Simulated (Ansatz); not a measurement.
Relaxed-ion elastic tensor of Zr in space group P6/mmm (No. 191; Zr on 1a, Zr on 2d) in GPa (Voigt order), r²SCAN (plane waves, PAW; program Ansatz); density 6.55 g/cm³, 23.14 Å³ per atom.

```csv
,1,2,3,4,5,6
1,170,72.1,46.0,0.0,0.0,0.0
2,72.1,170,46.0,0.0,0.0,0.0
3,46.0,46.0,208,0.0,0.0,0.0
4,0.0,0.0,0.0,40.2,0.0,0.0
5,0.0,0.0,0.0,0.0,40.2,0.0
6,0.0,0.0,0.0,0.0,0.0,49.1
```

### Question
Is the crystal mechanically stable?

### Answer
Yes: the smallest eigenvalue of C is 40.2 GPa.

### Question
Work out the Voigt, Reuss and Hill averages.

### Answer
K_V = 97.4, K_R = 97.4, K_H = 97.4; G_V = 51.5, G_R = 48.5, G_H = 50.0 GPa.

### Question
Give Young's modulus, Poisson's ratio, Pugh's ratio and the universal anisotropy index.

### Answer
E = 9KG/(3K + G) = 128 GPa; ν = 0.28; K/G = 1.95 (ductile by the Pugh limit of 1.75); A_U = 5G_V/G_R + K_V/K_R − 6 = 0.32.

### Question
Estimate the sound speeds and the Debye temperature.

### Answer
v_l = √((K + 4G/3)/ρ) = 5010 m/s, v_t = √(G/ρ) = 2760 m/s, mean 3080 m/s; Θ = (h/k)(3n/4πV)^(1/3) v_m = 322 K.

### Question
Solve the Christoffel equation for the three sound speeds along x, y, z.

### Answer
Eigenvalues of C_ijkl n_j n_l equal ρv². In km/s, slowest first: x 2.48, 2.74, 5.10; y 2.48, 2.74, 5.10; z 2.48, 2.48, 5.64.

### Question
How much does each axis shrink under pressure?

### Answer
Linear compressibilities β_i = Σ_j S_ij (j = 1 to 3): x 3.5, y 3.5, z 3.3 per TPa.

This is a known high-pressure phase of the composition, computed here at zero pressure and temperature. Symmetry was held in the r²SCAN relaxation; its stability against distortions is not shown here. The run is not spin-polarised. As this level gives no gap, shear constants depend on the k-mesh and smearing (Fermi–Dirac, 0.1 eV here).

Potentials: the later of the program's two PAW sets.
